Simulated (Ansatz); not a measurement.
Sc$_{2}$Si$_{2}$O$_{7}$ (space group C2/m)

```yaml
crystal:
  lattice:
    - [3.20902, -4.19740, 0.00000]
    - [3.20902, 4.19740, 0.00000]
    - [-1.01020, 0.00000, 4.54726]
  atoms:
    - { symbol: Sc, position: [0.30900, 0.69100, 0.00000] }
    - { symbol: Sc, position: [0.69100, 0.30900, 0.00000] }
    - { symbol: Si, position: [0.22713, 0.22713, 0.40824] }
    - { symbol: Si, position: [0.77287, 0.77287, 0.59176] }
    - { symbol: O, position: [0.92210, 0.60321, 0.78741] }
    - { symbol: O, position: [0.07790, 0.39679, 0.21259] }
    - { symbol: O, position: [0.39679, 0.07790, 0.21259] }
    - { symbol: O, position: [0.60321, 0.92210, 0.78741] }
    - { symbol: O, position: [0.00000, 0.00000, 0.50000] }
    - { symbol: O, position: [0.60225, 0.60225, 0.27786] }
    - { symbol: O, position: [0.39775, 0.39775, 0.72214] }
```

The slice is a (100) plane (indices of the conventional cell) through the point (0.078, 0.397, 0.213) (fractional), spanned by u = [001] and v = [1 -1 0] in vectors of this cell: u (4.66 Å) and v (8.39 Å, at 90° to u). It covers one period; positions are fractions (u, v).

All values below come from LDA (plane waves to 420 eV, PAW, scalar-relativistic; Ansatz, a program for electronic structure). k mesh 6×6×6. Inside the PAW spheres the values are not all-electron values, and peaks at nuclei hang on which shells count as valence. Sc2Si2O7 is run without spin polarisation. Sc2Si2O7 was relaxed with its symmetry unable to fall.

**Question.** Sketch the electrostatic potential energy of an electron, from the cell's mean on this plane as a map.

**Answer.** 
```
|xxxxxx7788889999888877666655xxxx|
|xxxx66999999999977666666665544xx|
|667788999999997700xxxx4455555555|
|7788889999887700xxxxxxxx44555566|
|77778877666655xxxxxxxxxx55666666|
|77777755220000xxxxxxxxxx66776677|
|8877550000000000xxxxxx5577888888|
|8866220000xxxxxx0000337788999999|
|77550000xxxxxxxxxx00337788999999|
|77550000xxxxxxxxxx00337788999999|
|8866220000xxxxxx0000337788999999|
|8877550000000000xxxxxx5577888888|
|77777744110000xxxxxxxxxx66777777|
|77778877666644xxxxxxxxxx55666666|
|77888888888877xxxxxxxxxx44555566|
|6677999999999977xxxxxx4455555555|
|xxxx77999999999977665566665544xx|
|xxxxxx7788999999888877666655xxxx|
|xxxxxx4455667788888877777766xxxx|
|xxxxxx0000114477888888888866xxxx|
|xxxx00000000005577888888888855xx|
|0000xxxxxx0000227788999999997733|
|00xxxxxxxxxx00006688999999997733|
|00xxxxxxxxxx00006688999999997733|
|0000xxxxxxxx00227788999999997733|
|xxxx00000000005577888888888855xx|
|xxxxxx0000114466888888888866xxxx|
|xxxxxx4455667788888877777766xxxx|
```
Scale: ten equal steps from 2.00 (start of '0') to 10.28 (end of '9'), in the order '0123456789'. Values: electrostatic potential energy of an electron, from the cell's mean, in eV. The map has 16 points along u (two characters each, u = 0 at the left) and 28 along v (v = 0 in the bottom row). Points within 0.7 Å of a nucleus are blanked (x), as the pseudised field means little there. Values under 2 eV are set to 2. The zero, the cell's mean, hangs on the PAW cores.
